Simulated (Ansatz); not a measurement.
IrPt:
```yaml
crystal:
  lattice:
    - [3.11083, 0.00000, 0.00000]
    - [0.00000, 3.11083, 0.00000]
    - [0.00000, 0.00000, 3.11083]
  atoms:
    - { symbol: Ir, position: [0.00000, 0.00000, 0.00000] }
    - { symbol: Pt, position: [0.50000, 0.50000, 0.50000] }
```

Relaxed with r²SCAN.

Map the electron localisation function on the plane through (0.000, 0.000, 0.000) spanned by u = [1, 0, 0] and v = [0, 1, 1] in lattice vectors, from the program Ansatz at the r²SCAN level (PAW).

x is the fraction of u, y of v (the angle between them is 90°; rows are the nearest grid lines); atoms in the plane: Ir at (0.00, 0.00), Pt at (0.50, 0.50).
```
|=*%@%=:::::=%@%*=|
|*#%@#=:::::=#@%#*|
|%%%#+:.....:+#%%%|
|%%#+-:.....:-+#%%|
|*+=-::::.::::-=+*|
|::::--:...:--::::|
|..:--:::::::--:..|
|..:::-=+++=-:::..|
| ..:-=*#%#*=-:.. |
|  .-+##%%%##+-.  |
|  :+%@%%@%%@%+:  |
|  :+@@@@@@@@@+:  |
|  :+%@%%@%%@%+:  |
|  .-+##%%%##+-.  |
| ..:-=*#%#*=-:.. |
|..:::-=+++=-:::..|
|..:--:::::::--:..|
|::::--:...:--::::|
|*+=-::::.::::-=+*|
|%%#+-:.....:-+#%%|
|%%%#+:.....:+#%%%|
|*#%@#=:::::=#@%#*|
|=*%@%=:::::=%@%*=|
```
Scale: ten equal steps from 0.164 (start of ' ') to 0.631 (end of '@'), in the order ' .:-=+*#%@'; x runs from 0.000 to 1.00, y from 0.000 (bottom) to 1.00 (top).

The density is the valence pseudo-density with augmentation charge, so density and ELF within about 1 Å of a nucleus are not all-electron values.

Space group Pm-3m (CsCl type). The start of the workflow was typed in or built on a structure type; neither database checked (COD, Materials Project) lists it. Its standing as an ambient phase is unchecked. The cell was relaxed with r²SCAN under the symmetry of its start. At this level the phase is mechanically unstable. The run is not spin-polarised. Its formation energy is positive at this level, so the cell may be metastable or incomplete. Spin–orbit coupling is left out wherever it is not named.

Potentials: the earlier of the program's two PAW sets.
